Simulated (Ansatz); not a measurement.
Input file for Ansatz (a first-principles code):

Ansatz 0.2 input:
```yaml
crystal:
  lattice:
    - [3.833289429, 0.0, 0.0]
    - [0.0, 3.833289429, 0.0]
    - [0.0, 0.0, 8.3628496191]
  atoms:
    - { symbol: Y, position: [0.0, 0.5, 0.1346239552] }
    - { symbol: Y, position: [0.5, 0.0, 0.8653760448] }
    - { symbol: Br, position: [0.0, 0.5, 0.669232105] }
    - { symbol: Br, position: [0.5, 0.0, 0.330767895] }
    - { symbol: O, position: [0.0, 0.0, 0.0] }
    - { symbol: O, position: [0.5, 0.5, 0.0] }
kpoints:
  mp_grid: { grid: [4, 4, 2] }
hamiltonian:
  xc: hse06
  pseudopotentials: { kind: paw }
scf:
  n_extra_bands: 6
  occupations: { method: fixed }
output:
  eigenvalues: true
  eigenstates:
    e_range: [-9.0, 15.5]
    kpoints:
      - [0.0, 0.0, 0.0]  # VBM
      - [0.0, 0.0, 0.0]  # CBM
```

Output (shortened):

```
Pseudopotential: Y, paw, valence charge 11
Pseudopotential: Br, paw, valence charge 7
Pseudopotential: O, paw, valence charge 6
Functional definition: HSE06
davidson cushion auto → on  (no smearing: the cushion is to keep the highest requested band from converging to the state above it …
Crystal: 6 atoms, lattice volume = 122.885 Å³
Basis set: ecut = 420 eV, 2411 PW (Γ)
Bands: 30, of which v1, the nominal top of the filled ones, is band 24 counted from 1 (23 counted from 0)
Symmetry: 16 space group operations
Space group: P4/nmm (ITA 129), of the structure as read, at distance tolerance 5.0e-5 Å
k-points: 12 of 32
SCF iter   1: F=—  HF=-14411.146008 eV  |F-HF|=—  |Δ(HF+E_count)|=         —  Δρ=1.72e-3  dr2=2.19e-3  ethr=1.77e-3  ⟨swp⟩=7.2  Hψ=1627  notcnv=0
preconditioner: auto → none
SCF iter   2: F=-14411.148890 eV  HF=-14411.148776 eV  |F-HF|=1.14e-4  |Δ(HF+E_count)|=   2.77e-3  Δρ=8.74e-4  dr2=5.05e-4  ethr=4.56e-6  ⟨swp⟩=5.2  Hψ=1411  notcnv=0  defer=1
SCF 1 stopped early in 2 iterations: F = -14411.148890 eV  dr2 = 5.05e-4
Crystal: 6 atoms, lattice volume = 122.885 Å³
Exchange kernel: α = 0.2500, screened, ω = 0.2079 Å⁻¹, Wigner–Seitz truncation, v(0) = 1033.0567 eV·Å³, q-mesh 4×4×2, nearest image of the exchange supercell L …
Frozen-core exchange: fock
SCF iter   1: F=—  HF=-14420.117368 eV  |F-HF|=—  |Δ(HF+E_count)|=         —  Δρ=6.77e-3  dr2=8.88e-2  ethr=1.05e-5  ⟨swp⟩=6.8  Hψ=1733  notcnv=0
preconditioner: auto → none
SCF iter   2: F=—  HF=-14420.091621 eV  |F-HF|=—  |Δ(HF+E_count)|=   2.57e-2  Δρ=5.42e-3  dr2=2.70e-2  ethr=1.05e-5  ⟨swp⟩=5.0  Hψ=1381  notcnv=0
SCF iter   3: F=—  HF=-14420.086339 eV  |F-HF|=—  |Δ(HF+E_count)|=   5.28e-3  Δρ=1.54e-3  dr2=4.55e-3  ethr=1.05e-5  ⟨swp⟩=4.2  Hψ=1155  notcnv=0
SCF iter   4: F=—  HF=-14420.105401 eV  |F-HF|=—  |Δ(HF+E_count)|=   1.91e-2  Δρ=1.40e-3  dr2=3.45e-3  ethr=5.79e-6  ⟨swp⟩=4.2  Hψ=1196  notcnv=0
iter 5 solved again at ethr=5.44e-7 eV; its pass at ethr=5.79e-6 eV (dr2=2.61e-4 eV) is discarded
SCF iter   5: F=—  HF=-14420.104310 eV  |F-HF|=—  |Δ(HF+E_count)|=   1.09e-3  Δρ=4.01e-4  dr2=3.06e-4  ethr=5.44e-7  ⟨swp⟩=2.2  Hψ=1720  notcnv=0
SCF iter   6: F=—  HF=-14420.104234 eV  |F-HF|=—  |Δ(HF+E_count)|=   7.58e-5  Δρ=9.48e-5  dr2=3.94e-5  ethr=5.43e-7  ⟨swp⟩=3.0  Hψ=940  notcnv=0
SCF iter   7: F=—  HF=-14420.104544 eV  |F-HF|=—  |Δ(HF+E_count)|=   3.10e-4  Δρ=1.09e-4  dr2=2.40e-5  ethr=3.30e-8  ⟨swp⟩=5.1  Hψ=1336  notcnv=0
SCF iter   8: F=-14420.104537 eV  HF=-14420.104537 eV  |F-HF|=3.61e-8  |Δ(HF+E_count)|=   7.30e-6  Δρ=1.85e-5  dr2=4.46e-7  ethr=3.30e-8  ⟨swp⟩=3.8  Hψ=973  notcnv=0
SCF 2 stopped early in 8 iterations: F = -14420.104537 eV  dr2 = 4.46e-7
hybrid outer 1: dexx = +2.250e-2 eV, tail = 3.21e-5 eV
Crystal: 6 atoms, lattice volume = 122.885 Å³
Exchange kernel: α = 0.2500, screened, ω = 0.2079 Å⁻¹, Wigner–Seitz truncation, v(0) = 1033.0567 eV·Å³, q-mesh 4×4×2, nearest image of the exchange supercell L …
Frozen-core exchange: fock
SCF iter   1: F=—  HF=-14420.104971 eV  |F-HF|=—  |Δ(HF+E_count)|=         —  Δρ=4.96e-5  dr2=1.00e-6  ethr=3.35e-7  ⟨swp⟩=3.4  Hψ=1005  notcnv=0
preconditioner: auto → none
SCF iter   2: F=—  HF=-14420.104971 eV  |F-HF|=—  |Δ(HF+E_count)|=   7.33e-8  Δρ=2.15e-5  dr2=1.53e-7  ethr=1.70e-9  ⟨swp⟩=4.2  Hψ=1120  notcnv=0
SCF iter   3: F=-14420.104971 eV  HF=-14420.104971 eV  |F-HF|=9.90e-9  |Δ(HF+E_count)|=   3.20e-8  Δρ=3.42e-6  dr2=3.87e-8  ethr=2.66e-10  ⟨swp⟩=3.0  Hψ=972  notcnv=0
SCF 3 converged in 3 iterations: F = -14420.104971 eV  dr2 = 3.87e-8
hybrid outer 2: dexx = +4.994e-7 eV, tail = 8.98e-8 eV, Δε = 1.07e-3 eV (about 5.49e-5 eV left of the loop's levels)
NSCF: frozen V_eff on 2 k-points
hybrid SCF converged: 2 outer / 11 inner (+2 warm-up), last move |dexx| = 4.99e-7 eV, tail = 8.98e-8 eV
Stability not checked (fock_operator)
Free energy (F): -14420.104972 eV
Frozen-core exchange: fock
Harris-Foulkes:  -14420.104972 eV  (|F-HF|=9.90e-9)
Internal energy: -14420.104972 eV  (E = F + TS)
E sigma→0 (E₀):  -14420.104972 eV
Fermi energy:    5.418402 eV
--- Per-component energies (eV) ---
  E_band       = -345.924379
  E_kinetic    = 1233.413023
  E_local      = -3784.189379  (includes V_loc(G=0)·N_el)
  E_nonlocal   = 332.488041
  E_hartree    = 1477.402453
  E_xc         = -815.968711
  E_vxc        = -637.316127  (∫ρ·V_xc dr)
  E_exx        = -120.669071  (= α·E_x^exact, valence–valence)
  E_paw        = -10560.247759  (= ΣΔE_a)
  E_vpaw       = -203.790306  (= ΣTr[D̂ρ^β])
  E_aug_tail   = 0.004889  (compensation charges beyond the density's cutoff)
  E_ewald      = -2180.797513
  E_core_change = -1.540945  (= ΣΔE_core)
  E_smearing   =  0.000000  (= −TS)
  E_closure    =  0.000000  (closes the sum)
  Σ components = -14420.104972   (vs F -14420.104972, Δ=0.00e0)
  [band-id]    e_kinetic+e_local+e_nonlocal+2·e_hartree+e_vxc+2·e_exx+e_vpaw+e_augmentation_tail = -345.923096   (vs E_band -345.924379, Δ=1.28e-3)
--- Band table (eV; the first three rows and the last of 12) ---
  k-point 0: bands = ["-37.5389", "-37.4505", "-17.2067", "-16.2797", "-16.2797", "-16.1257", "-16.0165", "-16.0165", "-12.2966", "-11.9065", "-9.0114", "-8.8276", "1.3752", "1.9292", "1.9292", "2.3941", "3.1940", "4.0522", "4.0522", "4.5249", "4.5249", …
  k-point 1: bands = ["-37.5389", "-37.4505", "-17.2063", "-16.2797", "-16.2797", "-16.1269", "-16.0165", "-16.0165", "-12.2966", "-11.9007", "-9.0975", "-8.7425", "1.1379", "1.9307", "1.9307", "2.3935", "3.9364", "3.9364", "4.3546", "4.3585", "4.8849", …
  k-point 2: bands = ["-37.5177", "-37.4551", "-17.2411", "-16.7261", "-16.2295", "-16.1326", "-16.0996", "-16.0428", "-11.9262", "-11.6581", "-8.9211", "-8.7406", "1.7259", "2.1247", "2.2171", "2.3391", "3.2698", "3.5497", "3.6915", "3.9062", "4.5867", …
  k-point 11: bands = ["-37.4614", "-37.4614", "-17.3963", "-17.3963", "-16.2981", "-16.2981", "-16.1856", "-16.1856", "-11.0712", "-11.0712", "-8.5763", "-8.5763", "1.4184", "1.4184", "2.6240", "2.6240", "3.2815", "3.2815", "3.9934", "3.9934", "4.2481", …
```

Cost: roughly 80 core-seconds on shared cores.

The points marked VBM and CBM come from a semilocal run.

The first step of the workflow began from a Materials Project structure, measured or hypothetical; the Crystallography Open Database copy checked does not list it. Whether it is the stable phase at ambient conditions was not checked. Symmetry was held in the r²SCAN+D4 relaxation; its stability against distortions is not shown here. No spin polarisation was allowed. Scalar-relativistic: spin–orbit coupling is off unless named, which matters more the heavier the elements.

Potentials: the later of the program's two PAW sets.

Ansatz is a plane-wave DFT program.
